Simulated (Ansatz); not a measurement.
Eu3Mg (Pm-3m): the volume from the results

```yaml
crystal:
  lattice:
    - [5.29907, 0.00000, 0.00000]
    - [0.00000, 5.29907, 0.00000]
    - [0.00000, 0.00000, 5.29907]
  atoms:
    - { symbol: Eu, position: [0.50000, 0.50000, 0.00000] }
    - { symbol: Eu, position: [0.50000, 0.00000, 0.50000] }
    - { symbol: Eu, position: [0.00000, 0.50000, 0.50000] }
    - { symbol: Mg, position: [0.00000, 0.00000, 0.00000] }
```

The reference geometry is a structure from the Materials Project; nothing is relaxed.

Settings: LDA, 5×5×5 k mesh, Fermi–Dirac smearing of 0.05 eV. PAW means Ansatz 0.2.0 on its default frozen-core files. Site moments are integrated in spheres about the atoms. Start moments (μB): Eu1 7, Eu2 7, Eu3 7.

The cell is scaled evenly, and every run starts from the same moments. Some of the runs:

| V/V₀ | cell moment (μB) | largest site moment (μB) | F − F(V₀) (meV/atom) | pressure (GPa) |
| --- | --- | --- | --- | --- |
| 0.95 | 22.73 | 7.14 | -32 | -2.4 |
| 1 | 22.72 | 7.15 | 0 | -3.1 |
| 1.18 | 22.35 | 7.12 | 155 | -4.1 |

Problem. Another run of the series gave cell moment (μB) = 22.26, largest site moment (μB) = 7.01, F − F(V₀) (meV/atom) = -13, pressure (GPa) = 4.6. At which V/V₀ was it made?
A. 1.1
B. 0.8
C. 0.85
D. 1.05
E. 0.72
F. 0.9

Solution. E. V/V₀ = 0.72.

Problem. Another run of the series gave cell moment (μB) = 22.71, largest site moment (μB) = 7.12, F − F(V₀) (meV/atom) = -56, pressure (GPa) = -1.6. At which V/V₀ was it made?
A. 0.8
B. 0.85
C. 0.72
D. 1.05
E. 0.9
F. 1.1

Solution. E. V/V₀ = 0.9.

The whole series:

```tsv
V/V₀	cell moment (μB)	largest site moment (μB)	F − F(V₀) (meV/atom)	pressure (GPa)
0.72	22.26	7.01	-13	4.6
0.8	22.52	7.07	-64	1.1
0.85	22.64	7.10	-67	-0.4
0.9	22.71	7.12	-56	-1.6
0.95	22.73	7.14	-32	-2.4
1	22.72	7.15	0	-3.1
1.05	22.67	7.15	38	-3.5
1.1	22.56	7.14	81	-3.8
1.18	22.35	7.12	155	-4.1
```

The PAW files were made with PBE; the program remakes their cores once for the run's functional and then keeps them frozen. Without U a semilocal functional puts the f levels too near the Fermi level, which can change moments and the order of magnetic states; site and cell moments are spin moments. Under strong compression frozen cores are worth checking against an all-electron run. Spin–orbit coupling is left out although heavy atoms are present. With open f shells a run can end in a state that isn't the lowest. None of this fixes the real material's magnetic order: only patterns that fit the cell were computed, at zero temperature, with a functional that can overstate moments.
